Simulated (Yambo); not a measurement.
A G0W0@PBEsol run in Yambo for AgBr (rock salt, space group Fm-3m, No. 225) under isotropic strain of +1 % on all lattice vectors (4×4×4 Γ-centred k mesh, bands 5 to 114 and a 10 Ry block in the screening, 114 bands in G with the Bruneval-Gonze terminator, plasmon pole fitted at 27.2 eV) gives these matrix elements, in eV, at the band edges (L → Γ):

| state | E0 | <Vxc> | <Σx> | <Σc(E0)> | Z |
|---|---|---|---|---|---|
| valence edge | 0.000 | -19.666 | -24.029 | 3.196 | 0.798 |
| conduction edge | 0.502 | -10.841 | -6.680 | -3.714 | 0.825 |

Task: Solve the linearised quasiparticle equation for both states, give the gap, and say how exchange and correlation each act on it.

Result: E = E0 + Z(Σx + Σc − Vxc). Valence: 0.000 + 0.798 × (-24.029 + (3.196) − (-19.666)) = -0.93 eV. Conduction: 0.502 + 0.825 × (-6.680 + (-3.714) − (-10.841)) = 0.87 eV. The gap is 1.80 eV, against 0.50 eV in PBEsol. Replacing Vxc by bare exchange alone would open it by 8.52 eV; correlation takes back 6.91 eV of that, and Z scales what is left. Convergence of the G0W0 settings was not tested. Spin-orbit splittings are left out.

Geometry strained from the cell relaxed with PBEsol, atoms relaxed again; primitive cell a = b = c = 4.053 Å, α = β = γ = 60.00°.
